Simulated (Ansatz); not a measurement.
## Fields on a plane of PtS2 (CdI2 type)

```
PtS2
1.0
    3.58361     0.00000     0.00000
   -1.79180     3.10349     0.00000
    0.00000     0.00000     4.65640
Pt S
1 2
Direct
  0.00000   0.00000   0.00000
  0.66667   0.33333   0.25900
  0.33333   0.66667   0.74100
```

The slice is a (1 -1 0 0) plane (indices of the conventional cell) through the point (0.667, 0.333, 0.259) (fractional), spanned by u = [110] and v = [001] in vectors of this cell: u (3.58 Å) and v (4.66 Å, at 90° to u). It covers one period; positions are fractions (u, v).

Atoms on it: S at (0.00, 0.00).

Computed with PBE-D3(BJ) (plane waves to 420 eV, PAW, scalar-relativistic; Ansatz, an electronic-structure program). k mesh 15×15×10. These are valence fields of a PAW run, semicore shells included where kept as valence: close to a nucleus they are smooth pseudo fields. At this level the bands of PtS2 touch or barely overlap; measurements give the solid a gap. PtS2 is run without spin polarisation. PtS2 was relaxed with its symmetry unable to fall. Spin-orbit coupling is left out, though Pt is heavy.

```
v \ u  0.00  0.12  0.24  0.36  0.48  0.60  0.72  0.84  0.96
-----  ----  ----  ----  ----  ----  ----  ----  ----  ----
0.88    0.0   0.0  -0.2  -0.4  -0.4  -0.5  -0.3  -0.1   0.0
0.75   -0.5  -0.6  -0.5  -0.3  -0.1  -0.2  -0.5  -0.6  -0.5
0.62   -1.2  -1.0  -0.7  -0.4  -0.2  -0.3  -0.6  -0.9  -1.2
0.50   -1.4  -1.2  -0.8  -0.4  -0.2  -0.3  -0.7  -1.1  -1.4
0.38   -1.3  -1.2  -1.0  -0.7  -0.5  -0.6  -0.9  -1.2  -1.3
0.25   -0.5  -0.6  -0.9  -1.0  -1.0  -1.0  -1.0  -0.7  -0.5
0.12    0.1   0.0  -0.4  -0.9  -1.2  -1.1  -0.6  -0.1   0.1
0.00   -3.0   0.0  -0.1  -0.6  -0.9  -0.7  -0.3   0.0  -0.7
```

Values: log₁₀ of the valence density in e/Å³. The scale is logarithmic, as a density can span decades between atoms and voids; values under 0.001 e/Å³ are set to 0.001.

```
|xxxxxxx035667766530xxxxxx|
|xxxxxxx035555555530xxxxxx|
|xxxxxxx134444444431xxxxxx|
|xxxxxx02333222233320xxxxx|
|xxxxx0122210000122210xxxx|
|xxxx023321000000123320xxx|
|0002344320000000023443200|
|3445554310000000013455544|
|6666665310000000013566666|
|7777765420000000024567777|
|8888776431000000134677888|
|8888876531000000135678888|
|9998876542100001245678899|
|9998877543100001345778899|
|9999887643100001346788999|
|9999887653200002356788999|
|9999987653210012356789999|
|9999988754321123457889999|
|9999988765433334567889999|
|9999998876554455678899999|
|9999999887766667788999999|
|9999999988877778889999999|
|8888899999888888999998888|
|5667788999999999999887766|
|1234577899999999998775432|
|xxxx246789999999987642xxx|
|xxxxx0468899999988640xxxx|
|xxxxxx14789999998741xxxxx|
|xxxxxxx367899998763xxxxxx|
|xxxxxxx157889988751xxxxxx|
|xxxxxxx046788887640xxxxxx|
|xxxxxxx036778877630xxxxxx|
```
Scale: ten equal steps from 2.00 (start of '0') to 10.33 (end of '9'), in the order '0123456789'. Values: electrostatic potential energy of an electron, from the cell's mean, in eV. The map has 25 points along u (one character each, u = 0 at the left) and 32 along v (v = 0 in the bottom row). Points within 1 Å of a nucleus are blanked (x), as the pseudised field means little there. Values under 2 eV are set to 2. The zero, the cell's mean, hangs on the PAW cores.
